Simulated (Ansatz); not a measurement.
CoIrPt:
```yaml
crystal:
  lattice:
    - [2.69321, 0.00000, 0.00000]
    - [-1.34660, 2.33239, 0.00000]
    - [0.00000, 0.00000, 6.57754]
  atoms:
    - { symbol: Co, position: [0.00000, 0.00000, 0.99519] }
    - { symbol: Pt, position: [0.33333, 0.66667, 0.31906] }
    - { symbol: Ir, position: [0.66667, 0.33333, 0.68575] }
```
The run is spin-polarised; directions of the spins, atom by atom: ↑ ↑ ↑.

Relaxed with r²SCAN.

Give the Bader charges and basin volumes of the independent atoms, plane-wave PAW r²SCAN (Ansatz code).



```
atom  Bader charge (e)  Bader volume (Å³)
----  ----------------  -----------------
Co1              +0.50               10.3
Pt2              -0.28               15.7
Ir3              -0.23               15.4
```

Space group P3m1. The start of the workflow was typed in or built on a structure type; neither database checked (COD, Materials Project) lists it. Whether it is the stable phase at ambient conditions was not checked. The r²SCAN relaxation kept the symmetry of its start; whether a distortion lowers the energy is not shown. Spin order of the final state: ferromagnetic, chosen from 3 collinear starts compared on coarse meshes (ties went to the first, and starts can fall back to one state), not a proven ground state. Other orbital occupations within this spin state were not tried. Spin–orbit coupling is left out wherever it is not named.

Potentials: the earlier of the program's two PAW sets.
